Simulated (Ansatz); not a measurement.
Ba$_{2}$PdBr$_{6}$ in Ansatz, single run

Launch command:

```bash
ansatz run input.yaml --threads 1 --pin off --max-ram 2560MiB --backend cpu --events-out ev --progress --plain --runs-dir out
```

Input:

```yaml
crystal:
  lattice:
    - [0.0, 4.953405, 4.953405]
    - [4.953405, 0.0, 4.953405]
    - [4.953405, 4.953405, 0.0]
  atoms:
    - { symbol: Pd, position: [0.0, 0.0, 0.0] }
    - { symbol: Ba, position: [0.25, 0.25, 0.25] }
    - { symbol: Ba, position: [0.75, 0.75, 0.75] }
    - { symbol: Br, position: [0.75, 0.25, 0.25] }
    - { symbol: Br, position: [0.25, 0.75, 0.25] }
    - { symbol: Br, position: [0.25, 0.75, 0.75] }
    - { symbol: Br, position: [0.75, 0.25, 0.75] }
    - { symbol: Br, position: [0.25, 0.25, 0.75] }
    - { symbol: Br, position: [0.75, 0.75, 0.25] }
  symmetry: { tolerance: 0.0003 }
kpoints:
  mp_grid: { grid: [3, 3, 3], shift: [0, 0, 0] }
magnetization:
  spin_polarized: false
scf:
  occupations: { method: fermi_dirac }
  initial_density: { chi_scale: 0.0 }
hamiltonian:
  pseudopotentials: { kind: paw }
  xc: r2scan
basis:
  ecutwfc: 500
output:
  forces: true
  stress: true
  eigenvalues: true
```

Origin of the cell: a known structure type with other elements, at an estimated volume, so it need not be a known compound.

The smearing width isn't typed, so it takes its default of 0.1 eV.

Output (shortened):

```
Pseudopotentials: kind: paw
Pseudopotential: Pd, paw, valence charge 18, recommended cutoff 500 eV (meta_gga), Pd.paw.azcp
Pseudopotential: Ba, paw, valence charge 10, recommended cutoff 500 eV (meta_gga), Ba.paw.azcp
Pseudopotential: Br, paw, valence charge 7, recommended cutoff 500 eV (meta_gga), Br.paw.azcp
Functional definition: r2SCAN
  exchange = r2scan_x(k0 = k0, k1 = k1, a1 = a1)
  correlation = r2scan_c
Crystal: 9 atoms, lattice volume = 243.076 Å³
Basis set: ecut = 500 eV, 6183 PW (Γ), exchange–correlation on 216×216×216 points (64 copies of the dense FFT grid, shifted against one another)
Bands: 49, of which v1, the nominal top of the filled ones, is band 40 counted from 1 (39 counted from 0)
Symmetry: 48 space group operations
[… 11 lines left out …]
Initial density: superposition of atomic densities (chi_scale 0, normalization cell)
Functional: x = r2scan, c = r2scan; τ floored in thin density (d = 2e-4 eV/Å³)
SCF iter   1: F=—  HF=-35689.606963 eV  Δρ=6.77e-2  dr2=1.95e1  dr2_τ=5.85e-1
SCF iter   2: F=—  HF=-35687.377025 eV  Δρ=3.90e-2  dr2=4.25e0  dr2_τ=9.04e-1
SCF iter   3: F=—  HF=-35686.636906 eV  Δρ=1.10e-2  dr2=2.54e-1  dr2_τ=1.10e-2  defer=6
SCF iter   4: F=—  HF=-35686.625424 eV  Δρ=2.82e-3  dr2=3.32e-2  dr2_τ=2.47e-3  defer=6
SCF iter   5: F=—  HF=-35686.623676 eV  Δρ=6.13e-4  dr2=1.02e-3  dr2_τ=4.16e-5  defer=6
SCF iter   6: F=—  HF=-35686.623939 eV  Δρ=1.39e-4  dr2=5.76e-5  dr2_τ=4.38e-6  defer=6
SCF iter   7: F=—  HF=-35686.623872 eV  Δρ=1.85e-5  dr2=1.30e-6  dr2_τ=5.63e-8  defer=6
SCF iter   8: F=-35686.623873 eV  HF=-35686.623873 eV  Δρ=4.05e-6  dr2=5.38e-8  dr2_τ=1.89e-9
SCF 1 converged in 8 iterations: F = -35686.623873 eV  dr2 = 5.38e-8
SCF converged after 8 iterations
Free energy (F): -35686.623873 eV
Harris-Foulkes:  -35686.623873 eV  (|F-HF|=1.01e-8)
Internal energy: -35686.483033 eV  (E = F + TS)
E sigma→0 (E₀):  -35686.553453 eV
Entropy (-TS):   -0.140840 eV (-15.649 meV/atom)
Fermi energy:    8.803714 eV
--- Per-component energies (eV) ---
  E_band       = -465.180602
  E_kinetic    = 1668.241029
  E_local      = -5497.468245  (includes V_loc(G=0)·N_el)
  E_nonlocal   = 752.318293
  E_hartree    = 2126.334671
  E_xc         = -1986.027983
  E_vxc        = -1222.415785  (∫ρ·V_xc dr)
  E_paw        = -27897.625805  (= ΣΔE_a)
  E_vpaw       = -483.421211  (= ΣTr[D̂ρ^β])
  E_aug_tail   = 0.000111  (compensation charges beyond the density's cutoff)
  E_vtau       = 64.901544  (kinetic-family band-sum trace: ∫τ·v_τ [+ j·A + Jᵃ·Aᵃ] dr)
  E_ewald      = -4850.994687
  E_core_change = -1.260417  (= ΣΔE_core)
  E_smearing   = -0.140840  (= −TS)
  Σ components = -35686.623873   (vs F -35686.623873, Δ=0.00e0)
--- Forces (eV/Å), atoms counted from 1 ---
  atom   1  Pd    -0.000000     0.000000    -0.000000
  atom   2  Ba     0.000000     0.000000    -0.000000
  atom   3  Ba    -0.000000    -0.000000     0.000000
  atom   4  Br     1.056643     0.000000     0.000000
  atom   5  Br     0.000000     1.056643     0.000000
  atom   6  Br    -1.056643    -0.000000     0.000000
  atom   7  Br    -0.000000    -1.056643    -0.000000
  atom   8  Br     0.000000    -0.000000     1.056643
  atom   9  Br    -0.000000     0.000000    -1.056643
  max |Σ_I F_I| component: 2.33e-16 eV/Å
--- Stress (GPa, compression-positive) ---
        6.088371       0.000000       0.000000
       -0.000000       6.088371       0.000000
       -0.000000       0.000000       6.088371
  P = ⅓ Tr σ = 6.0884 GPa (60.884 kbar)
```

Caveats: the k mesh is coarse if the cell is a metal.

Time: 12 s of wall time on 1 CPU thread(s) of a shared host, from the program's own first density.
